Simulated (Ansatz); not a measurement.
ZrPbO₃ (Pm-3m), two-dimensional strain map

Method: DFT r2SCAN, scalar-relativistic, plane waves, PAW in Ansatz. Settings: plane waves to 500 eV, k-mesh 6×6×6 (Γ-centred), Gaussian smearing 0.05 eV. Spin–orbit coupling is left out, which can shift energies with elements as heavy as these. No spin polarisation. Energies are free energies at this smearing, counted from the undisturbed cell; pressure is positive in compression.

Reference structure (as given, not relaxed at this level; it stands at -5.6 GPa, and it needn't be the usual structure):

```
Zr Pb O
1.0
     4.20893    0.00000    0.00000
     0.00000    4.20893    0.00000
     0.00000    0.00000    4.20893
Zr Pb O
1 1 3
Direct
  0.00000 0.00000 0.00000
  0.50000 0.50000 0.50000
  0.50000 0.00000 0.00000
  0.00000 0.00000 0.50000
  0.00000 0.50000 0.00000
```

The cell is strained by p along both x and y and by q along z, fractional coordinates fixed. Points are written (p, q).

Energy above the undisturbed cell in meV/atom (a dash: not computed):

```
 p \ q  -0.030  -0.015  0.000  0.015  0.030
-0.030       ?     5.5    2.5      ?      ?
-0.015    -2.6    -8.6   -7.6   -0.8   11.1
 0.000    -2.7    -4.8    0.0   10.5   25.9
 0.015       ?    14.4   22.8   36.8   55.5
 0.030    41.7    46.8   58.5   75.8   97.7
```

(1) Fill in the withheld energies.

## Answers

(1) (-0.030, -0.030): 15.7; (-0.030, 0.015): 5.5; (-0.030, 0.030): 13.8; (0.015, -0.030): 12.8.

Symmetry holds off the tilts and polar distortions that many cubic perovskites undergo.